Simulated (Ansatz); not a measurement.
Input, command and steps of an Ansatz relaxation.

```yaml
crystal:
  lattice:
    - [-3.1375778909, 3.1375778909, 2.802178034]
    - [3.1375778909, -3.1375778909, 2.802178034]
    - [3.1375778909, 3.1375778909, -2.802178034]
  atoms:
    - { symbol: Sc, position: [0.6781720134, 0.1781720134, 0.8563440267] }
    - { symbol: Sc, position: [0.1781720134, 0.3218279866, 0.5] }
    - { symbol: Sc, position: [0.3218279866, 0.8218279866, 0.1436559733] }
    - { symbol: Sc, position: [0.8218279866, 0.6781720134, 0.5] }
    - { symbol: Co, position: [0.25, 0.25, 0.0] }
    - { symbol: Co, position: [0.75, 0.75, 0.0] }
basis:
  ecutwfc: 420
kpoints:
  mp_grid: { grid: [8, 8, 8] }
hamiltonian:
  xc: pbesol
scf:
  occupations: { method: gaussian, width: 0.1 }
output:
  forces: true
  stress: true
  eigenvalues: true
relax:
  adjacent_minimum: "off"
  f_tol: 0.01
  max_steps: 30
  cell: { stress_tol: 0.1, fix: [volume] }
```

```bash
ansatz run input.yaml --threads 1 --pin off --max-ram 2560MiB --backend cpu --events-out ev --progress --plain --runs-dir out
```

Level of theory: DFT PBEsol, scalar-relativistic, plane waves, PAW (Ansatz 0.2.0).

The volume is held at 1.03 times that of the relaxed cell.

Of 4 frames 3 are shown, positions in Å and forces in eV/Å; the SCF threshold varies from step to step. Steps run on the plane waves of an earlier cell, with a Pulay correction in the pressure. The basis is chosen afresh for the last frame, the zero of the energies, and at times for earlier ones too; energy and pressure can step there, also at an unchanged geometry. Where two frames share a geometry here, they differ by under 2 meV/atom and 0.3 GPa. The mark taken_back stands on steps that the optimiser undid.

```xyz
6
Lattice="-3.1376 3.1376 2.8022 3.1376 -3.1376 2.8022 3.1376 3.1376 -2.8022" Properties=species:S:1:pos:R:3:forces:R:3 pbc="T T T" step=1 free_energy_over_end_meV_per_atom=0.15 pressure_GPa=-2.71
Sc    1.1181    4.2556    0.0000    0.0361    0.0361    0.0000
Sc    2.0195    1.1181    0.0000   -0.0361    0.0361    0.0000
Sc    2.0195   -1.1181    2.8022   -0.0361   -0.0361    0.0000
Sc    1.1181    2.0195    2.8022    0.0361   -0.0361    0.0000
Co    0.0000    0.0000    1.4011    0.0000    0.0000    0.0000
Co    0.0000    0.0000    4.2033    0.0000    0.0000    0.0000
6
Lattice="-3.1386 3.1386 2.8003 3.1386 -3.1386 2.8003 3.1386 3.1386 -2.8003" Properties=species:S:1:pos:R:3:forces:R:3 pbc="T T T" step=2 free_energy_over_end_meV_per_atom=0.68 pressure_GPa=-2.44 taken_back
Sc    1.1373    4.2759    0.0000   -0.0736   -0.0736    0.0000
Sc    2.0013    1.1373    0.0000    0.0736   -0.0736    0.0000
Sc    2.0013   -1.1373    2.8003    0.0736    0.0736    0.0000
Sc    1.1373    2.0013    2.8003   -0.0736    0.0736    0.0000
Co    0.0000    0.0000    1.4002    0.0000    0.0000    0.0000
Co    0.0000    0.0000    4.2005    0.0000    0.0000    0.0000
6
Lattice="-3.1364 3.1364 2.8043 3.1364 -3.1364 2.8043 3.1364 3.1364 -2.8043" Properties=species:S:1:pos:R:3:forces:R:3 pbc="T T T" step=4 free_energy_over_end_meV_per_atom=0.00 pressure_GPa=-2.62
Sc    1.1243    4.2607    0.0000   -0.0016   -0.0016    0.0000
Sc    2.0121    1.1243    0.0000    0.0016   -0.0016    0.0000
Sc    2.0121   -1.1243    2.8043    0.0016    0.0016    0.0000
Sc    1.1243    2.0121    2.8043   -0.0016    0.0016    0.0000
Co    0.0000    0.0000    1.4022    0.0000    0.0000    0.0000
Co    0.0000    0.0000    4.2065    0.0000    0.0000    0.0000
```

Time: 80 s on 1 thread of Arm Neoverse V1, on a shared host, peak memory 0.54 GiB.

Spin polarisation was left out, and a magnetic state may lie lower.